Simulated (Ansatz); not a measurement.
The start is a relaxed Zr cell, doubled along one cell vector, shaken by Gaussian noise of σ = 0.08 Å a coordinate. Cell shape, volume and atoms are optimised at zero target pressure with r2SCAN (plane waves to 500 eV, PAW, scalar-relativistic; Ansatz, a quantum-chemistry and plane-wave program). First-step values are on the input's coarse k-mesh.

Ansatz input (later rounds restart from its end on a renewed k-mesh):
Ansatz 0.2 input:
```yaml
crystal:
  lattice:
    - [5.3546896291, 0, 0]
    - [0, 10.7093792582, 0]
    - [0, 0, 3.2668709033]
  atoms:
    - { symbol: Zr, position: [0.2178955301, 0.1038180949, -0.0502681169] }
    - { symbol: Zr, position: [0.2126483432, 0.5926538894, 0.0214438122] }
    - { symbol: Zr, position: [0.72852743, 0.1463563896, 0.5283874476] }
    - { symbol: Zr, position: [0.6973701708, 0.6387609964, 0.5326819694] }
    - { symbol: Zr, position: [0.3068135287, 0.349916363, 0.5296863811] }
    - { symbol: Zr, position: [0.2859362788, 0.8507762668, 0.5369675094] }
    - { symbol: Zr, position: [0.7809297789, 0.3971128668, 0.0118587541] }
    - { symbol: Zr, position: [0.7933232792, 0.8951307082, 0.0158100066] }
basis: { ecutwfc: 500, ecutrho_ratio: 4, xc_grid: 4, fft_grid_basis: typed }
kpoints: { mp_grid: { grid: [6, 3, 10] } }
hamiltonian:
  xc: r2scan
  dispersion: none
  pseudopotentials: { azcp: { folder: ./paw }, kind: paw }
scf: { occupations: { method: fermi_dirac, width: 0.05 } }
relax: { f_tol: 0.01, max_steps: 100, cell: { stress_tol: 0.02 } }
output: { forces: true, stress: true }
```

| Item | Result |
|---|---|
| Largest initial force | 0.76 eV/Å, on Zr1 (atoms numbered as listed) |
| Energy released | 0.07 eV/atom |
| Volume change | +0.4 %, from 23.42 to 23.50 Å³/atom |
| Relative to the parent | It does not go back: it reaches P6₃/mmc (No. 194), hcp (Mg type), 0.05 eV/atom below the parent |
| Band gap at the end | zero (metallic) |
| Optimiser moves | 8 |

It ends as:

Space group P6₃/mmc (No. 194); a = b = 3.2459 Å, c = 5.1514 Å, α = β = 90.00°, γ = 120.00°

```json
[
 {"atom": "Zr", "site": "2c", "symmetry": "-6m2", "x": "0.3333", "y": "0.6667", "z": "0.2500"}
]
```

Final values are on a 16×16×9 k-mesh of the relaxed cell. No spin polarisation in the result.

Of the parent cell (P4₂/mnm (No. 136)): it is a generated cell of Zr: the first start was made by placing the elements on the sites of a structure type, and the end was not matched to a known phase here, so it may be hypothetical. Known forms of Zr include space group No. 194.
